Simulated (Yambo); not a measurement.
## Convergence of the G0W0 gap of CsGeBr₃

G0W0@LDA for CsGeBr3 (space group R3m, No. 160) in Yambo. Reference settings: 2×2×2 Γ-centred k mesh, 325 bands and a 8 Ry block in the screening, 325 bands in G with the Bruneval-Gonze terminator, plasmon pole fitted at 27.2 eV. The LDA gap Z → Z on this mesh is 1.14 eV; G0W0 gaps are taken between the same points.

```
change from the reference                                  G0W0 gap Z → Z (eV)  shift of the valence edge (eV)        rough Yambo cost
---------------------------------------------------------  -------------------  ------------------------------  ----------------------
reference settings                                                        2.32                           -0.83                       1
173 bands in W, 173 bands in G                                            2.29                           -0.69               about 1/2
wavefunctions cut at 10 Ry                                                2.18                           -0.49  within a factor of two
wavefunctions cut at 30 Ry                                                2.34                           -0.81  within a factor of two
exchange cut at 20 Ry                                                     2.33                           -0.78                       –
111 bands in W, 111 bands in G, 2 Ry block                                2.00                           -0.21              about 1/10
111 bands in W, 111 bands in G, 3 Ry block                                2.07                           -0.31              about 1/10
173 bands in W, 173 bands in G, 2 Ry block                                1.98                           -0.26               about 1/8
249 bands in W, 249 bands in G, 3 Ry block                                2.04                           -0.42               about 1/7
249 bands in W, 249 bands in G, 5 Ry block                                2.22                           -0.67               about 1/5
249 bands in W, 249 bands in G, 6 Ry block                                2.26                           -0.71               about 1/3
67 bands in W, 67 bands in G, 3 Ry block, no terminator                   2.12                            0.13              about 1/20
249 bands in W, 249 bands in G, 3 Ry block, no terminator                 2.03                           -0.39               about 1/7
111 bands in W, 111 bands in G, no terminator                             2.20                           -0.24               about 1/4
249 bands in W, 249 bands in G, no terminator                             2.27                           -0.65  within a factor of two
```

The reference isn't shown to be the converged limit. Costs are rough (shared machines), scaled to the same edge states, and given only for runs that recompute the screening.

Spin-orbit splittings are left out.

The standard potential for Ge keeps a d shell in the valence without the s and p states of that shell. In tests on such compounds this moved G0W0 gaps by up to about 0.9 eV, so absolute quasiparticle energies here are unreliable; differences between settings are what counts.

Geometry of the Materials Project entry, not relaxed at this level; primitive cell a = b = c = 5.668 Å, α = β = γ = 88.90°.

The structure is a Materials Project entry; no match was found in the copy of COD used, and its stability was not checked.

A shift is the quasiparticle energy of the state minus its LDA energy.
